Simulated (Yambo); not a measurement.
**Convergence of the G0W0 gap of MgTe**

G0W0@PBE for MgTe (zinc blende, space group F-43m, No. 216) in Yambo. Reference settings: 4×4×4 Γ-centred k mesh, bands 9 to 296 and a 15 Ry block in the screening, 296 bands in G with the Bruneval-Gonze terminator, plasmon pole fitted at 27.2 eV. The PBE gap Γ → Γ on this mesh is 2.46 eV; G0W0 gaps are taken between the same points.

```csv
change from the reference,G0W0 gap Γ → Γ (eV),shift of the valence edge (eV),rough Yambo cost
reference settings,3.82,-1.11,1
"156 bands in W, 156 bands in G",3.79,-1.03,about 1/2
156 bands in G,3.82,-1.11,–
9 Ry block,3.80,-1.06,about 1/3
no terminator,3.81,-1.06,–
```

The reference isn't shown to be the converged limit. Costs are rough (shared machines), scaled to the same edge states, and given only for runs that recompute the screening.

Spin-orbit coupling is left out, which matters for elements this heavy: edges can move by tenths of an eV.

Geometry relaxed with PBEsol; primitive cell a = b = c = 4.5528 Å, α = β = γ = 60.00°.

This is not the ordinary phase of the substance; no match was found in the copy of COD used, and its stability was not checked.

A shift is the quasiparticle energy of the state minus its PBE energy.

The potentials are those of PseudoDojo's stringent table.
